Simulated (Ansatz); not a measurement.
# Compressing Sb

These are results of DFT r2SCAN, scalar-relativistic, plane waves, PAW (Ansatz 0.2.0), not measurements. (500 eV cutoff, 14×14×14 k-mesh, Gaussian smearing of 0.10 eV, no spin polarisation)

The relaxed crystal:

```xyz
1
Lattice="3.0875 0.0000 0.0000 0.0000 3.0875 0.0000 0.0000 0.0000 3.0875" Properties=species:S:1:pos:R:3 pbc="T T T"
Sb    0.0000    0.0000    0.0000
```

Cell and atoms are relaxed at each pressure within the symmetry of the start, at zero temperature, so transitions that lower the symmetry aren't seen. The k-mesh given is that at zero pressure and may differ at others. a, b and c are the lengths of the cell vectors above.

A cell with an odd number of electrons and no spin polarisation is a metal by construction and may be lower with spin.

```tsv
P (GPa)	V (Å³/atom)	V/V0	a (Å)	b (Å)	c (Å)
-1	29.96	1.018	3.106	3.106	3.106
0	29.43	1.000	3.088	3.088	3.088
1	28.95	0.983	3.070	3.070	3.070
4	27.67	0.940	3.025	3.025	3.025
12	25.43	0.864	2.941	2.941	2.941
25	23.17	0.787	2.851	2.851	2.851
50	20.51	0.697	2.737	2.737	2.737
90	18.10	0.615	2.626	2.626	2.626
```

What bulk modulus and pressure derivative fit these points?

A third-order Birch–Murnaghan fit gives B0 = 60 GPa and B0' = 4.6.

This simple cubic form isn't the element's structure at ambient conditions.